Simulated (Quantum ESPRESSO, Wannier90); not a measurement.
**TlIO3 (R3m): Wannier90 run**

```xyz
5
Lattice="3.1508 1.8191 2.6554 -3.1508 1.8191 2.6554 0.0000 -3.6382 2.6554" Properties=species:S:1:pos:R:3 pbc="T T T"
Tl     0.0000     0.0000     0.0697
I      0.0000     0.0000    -3.9683
O     -1.7601    -1.0162     2.1962
O      1.7601    -1.0162     2.1962
O      0.0000     2.0323     2.1962
```

Cell from Materials Project (mp-22981), symmetrised, no further relaxation. Not found in the COD (Crystallography Open Database) copy used; not checked further. Computed values, not measurements, from LDA: Quantum ESPRESSO (norm-conserving PseudoDojo potentials, cutoff 68 Ry, no spin polarisation, no spin-orbit coupling) on a Γ-centred 6×6×6 mesh, then Wannier90. Density: 8×8×8 mesh, cold smearing 0.01 Ry. Spin-orbit coupling is left out although heavy elements are present.

Band 4 is isolated and gives one Wannier function a cell (I2 5s 39 %, O3 2s 11 %, O5 2s 11 %; spread 3.27 Å²). Its on-site energy is ε = -10.527 eV relative to the valence-band maximum, and its hoppings t(R) = t(−R) to the nearer images are (images within this range that aren't listed have |t| under 5 meV):

```csv
R (lattice vectors; −R alike),distance (Å),t (eV)
0 0 1,4.50,0.199
0 1 0,4.50,0.199
1 0 0,4.50,0.199
0 1 -1,6.30,-0.006
1 -1 0,6.30,-0.006
1 0 -1,6.30,-0.006
0 0 2,9.01,0.015
0 2 0,9.01,0.015
2 0 0,9.01,0.015
```

Problem. Work out the band energy at Γ, T, H_2, H_0 from these numbers.

Solution. For one orbital E(k) = ε + Σ_R 2 t(R) cos(2π k·R), the sum over the listed R.
- Γ, k = (0.000, 0.000, 0.000): E = -10.527 + (0.199)·(6.00) + (-0.006)·(6.00) + (0.015)·(6.00) = -9.28 eV; pw.x: -9.21 eV
- T, k = (0.500, 0.500, 0.500): E = -10.527 + (0.199)·(-6.00) + (-0.006)·(6.00) + (0.015)·(6.00) = -11.67 eV; pw.x: -11.67 eV
- H_2, k = (0.520, 0.480, 0.500): E = -10.527 + (0.199)·(-5.97) + (-0.006)·(5.90) + (0.015)·(5.87) = -11.66 eV; pw.x: -11.67 eV
- H_0, k = (0.500, -0.480, 0.480): E = -10.527 + (0.199)·(-5.97) + (-0.006)·(5.90) + (0.015)·(5.87) = -11.66 eV; pw.x: -11.67 eV

At these points the listed shells miss the plane-wave band by up to 0.07 eV, of a width of 2.46 eV on the path. With all its hoppings the model misses the band by 11 meV at worst on the whole path, so most of the miss comes from the hoppings not listed.
